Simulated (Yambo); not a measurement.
```
RbBr
1.0
    0.00000     3.45582     3.45582
    3.45582     0.00000     3.45582
    3.45582     3.45582     0.00000
Br Rb
1 1
Direct
  0.50000   0.50000   0.50000
  0.00000   0.00000   0.00000
```

RbBr (rock salt, space group Fm-3m, No. 225) under isotropic strain of +1 % on all lattice vectors: mean Im ε in 1 eV windows above the direct gap of 6.75 eV, for different electron-hole kernels (Yambo, broadening 0.15 eV, norm-conserving PBEsol (Quantum ESPRESSO, 46 Ry, scalar-relativistic) bands; 6×6×6 mesh, 3 valence and 7 conduction bands, static screening with 36 bands and a 4 Ry block, scissor 2.60 eV, Tamm-Dancoff; field along x).

```json
[
 {"window (eV)": "6.8 to 7.8", "independent quasiparticles": "0.6", "BSE": "2.6"},
 {"window (eV)": "7.8 to 8.8", "independent quasiparticles": "1.5", "BSE": "1.8"},
 {"window (eV)": "8.8 to 9.8", "independent quasiparticles": "3.1", "BSE": "2.9"},
 {"window (eV)": "9.8 to 10.8", "independent quasiparticles": "2.3", "BSE": "2.6"},
 {"window (eV)": "10.8 to 11.8", "independent quasiparticles": "3.2", "BSE": "1.1"},
 {"window (eV)": "11.8 to 12.8", "independent quasiparticles": "2.7", "BSE": "0.5"}
]
```

This run doesn't resolve bound excitons or single peaks, so only averages are given, and they too depend on the mesh; weight that the attraction moves below the gap isn't listed. All transitions below 13.88 eV are in the band window. The scissor comes from a G0W0 run whose convergence isn't established.

Spin-orbit splittings are left out.

Geometry strained from the cell relaxed with PBEsol, atoms relaxed again.
